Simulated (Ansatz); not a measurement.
**Kick test of a cell of Zn2CdS3**

The structure comes from a generated guess, relaxed at this level; another structure or a mixture of phases may lie lower.

Method: DFT PBE, scalar-relativistic, plane waves, PAW in Ansatz 0.2.0. Settings: cutoff 420 eV, Γ-centred mesh 10×10×10 on the computed 6-atom cell, Gaussian smearing of 0.02 eV; no spin polarisation.

The cell below (6 atoms, space group I-4m2 (No. 119)) is relaxed within its symmetry.

```yaml
crystal:
  lattice:
    - [-1.97218, 1.97218, 8.47790]
    - [1.97218, -1.97218, 8.47790]
    - [1.97218, 1.97218, -8.47790]
  atoms:
    - { symbol: Zn, position: [0.67202, 0.67202, 0.00000] }
    - { symbol: Zn, position: [0.32798, 0.32798, 0.00000] }
    - { symbol: Cd, position: [0.00000, 0.00000, 0.00000] }
    - { symbol: S, position: [0.59462, 0.09462, 0.50000] }
    - { symbol: S, position: [0.25000, 0.75000, 0.50000] }
    - { symbol: S, position: [0.90538, 0.40538, 0.50000] }
```

For the test a repeat of it with 12 atoms (edges 5.58, 5.58, 8.92 Å) was strained at random (σ = 1.5 % a component), the atoms were moved at random (σ = 0.15 Å), and all was relaxed again on a coarse 4×4×4 mesh (in the run’s order of axes) with 0.10 eV smearing, with no symmetry imposed.

Question: Is the structure stable against such a distortion?

Answer: It returns, within 1 meV/atom of the unmoved cell on that mesh and with the same symmetry when read at 0.1 Å. No instability shows in this cell; modes of other wave vectors, which need another repeat, aren't tested.
